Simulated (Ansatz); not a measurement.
TiCuSi:
```
TiCuSi
1.0
    6.16716     0.00000     0.00000
    0.00000     3.73419     0.00000
    0.00000     0.00000     7.08019
Ti Si Cu
4 4 4
Cartesian
  2.97490   2.80064   2.23499
  3.19226   0.93355   4.84520
  0.10868   0.93355   5.77509
  6.05848   2.80064   1.30510
  1.65695   0.93355   0.81458
  4.51021   2.80064   6.26562
  1.42663   2.80064   4.35468
  4.74053   0.93355   2.72552
  4.04410   0.93355   0.48591
  2.12306   2.80064   6.59428
  5.20664   2.80064   4.02601
  0.96052   0.93355   3.05418
```

Relaxed with r²SCAN. Special points in fractions of this cell's reciprocal vectors: Γ (0.000, 0.000, 0.000); X (0.500, 0.000, 0.000); S (0.500, 0.500, 0.000); Y (0.000, 0.500, 0.000); Z (0.000, 0.000, 0.500); U (0.500, 0.000, 0.500); R (0.500, 0.500, 0.500); T (0.000, 0.500, 0.500).

Problem. List the band energies nearest the Fermi level at these points for DFT-r²SCAN in the program Ansatz with PAW potentials.

Solution. In eV from the Fermi level; about four levels below and three above (degenerate sets whole), none deeper than 8.9 eV; points with the same levels are listed once.

```json
[
 {"k": "Γ", "below": "-0.96 -0.72 -0.61 -0.03", "above": "0.38 0.48 0.58"},
 {"k": "X", "below": "-0.44 -0.44 -0.31 -0.31", "above": "0.21 0.21 0.73 0.73"},
 {"k": "S", "below": "-0.16 -0.16 -0.16 -0.16", "above": "1.60 1.60 1.60 1.60"},
 {"k": "Y", "below": "-1.40 -1.40 -0.10 -0.10", "above": "0.55 0.55 0.88 0.88"},
 {"k": "Z", "below": "-0.96 -0.96 -0.25 -0.25", "above": "0.48 0.48 1.04 1.04"},
 {"k": "U", "below": "-0.60 -0.60 -0.59 -0.59", "above": "0.57 0.57 0.96 0.96"},
 {"k": "R", "below": "-0.33 -0.33 -0.33 -0.33", "above": "1.50 1.50 1.50 1.50"},
 {"k": "T", "below": "-1.35 -1.35 -0.79 -0.79", "above": "0.29 0.29 1.33 1.33"}
]
```

Space group Pnma. The first step of the workflow began from a Materials Project structure, measured or hypothetical; the Crystallography Open Database copy checked does not list it. Whether it is the stable phase at ambient conditions was not checked. The r²SCAN relaxation kept the symmetry of its start; its stability against distortions is not shown here. No spin polarisation was allowed.

Potentials: the later of the program's two PAW sets.
